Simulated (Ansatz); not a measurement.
This cell of WSe2 (2H-MoS2 type, space group P6_3/mmc) is off equilibrium:

```xyz
6
Lattice="3.2999 0.0000 0.0000 -1.6499 2.8578 0.0000 0.0000 0.0000 13.1513" Properties=species:S:1:pos:R:3 pbc="T T T"
W      0.0000     1.9052     3.2878
W      1.6499     0.9526     9.8635
Se     0.0000     1.9052     8.1980
Se     1.6499     0.9526     1.6224
Se     1.6499     0.9526     4.5333
Se     0.0000     1.9052    11.5289
```

Method: r2SCAN+rVV10 (plane waves to 500 eV, PAW, scalar-relativistic; Ansatz, an electronic-structure program). k mesh 9×9×2 (Γ-centred), Fermi-Dirac smearing 0.05 eV. Energies are smeared free energies. Stress and pressure are positive under compression. As the smearing reaches across the gap at some points, energies and forces of such displacements shift with the k mesh and the smearing. Spin-orbit coupling is left out, though W is heavy. WSe2 is run without spin polarisation. WSe2 was relaxed with its symmetry unable to fall.

Problem. What forces act on the atoms (eV/Å, Cartesian)?

Solution. 
```tsv
atom	Fx	Fy	Fz
W1	0.000	0.000	-8.309
W2	0.000	0.000	-0.021
Se3	0.000	0.000	-0.088
Se4	0.000	0.000	-1.274
Se5	0.000	0.000	9.699
Se6	0.000	0.000	-0.007
```

Problem. Give the stress tensor in GPa and the pressure.

Solution. 
```
   11.5      0.0      0.0
    0.0     11.5      0.0
    0.0      0.0     17.7
```
The pressure, a third of the trace, is 13.6 GPa.

Problem. In it atom 5 sits (0.000, 0.000, -0.420) Å away from its relaxed site. What is its energy relative to the relaxed cell?

Solution. 1904 meV/cell.

(For displaced atoms, the force is minus the slope of the energy, and its curvature is a force constant, which sets phonon frequencies.)
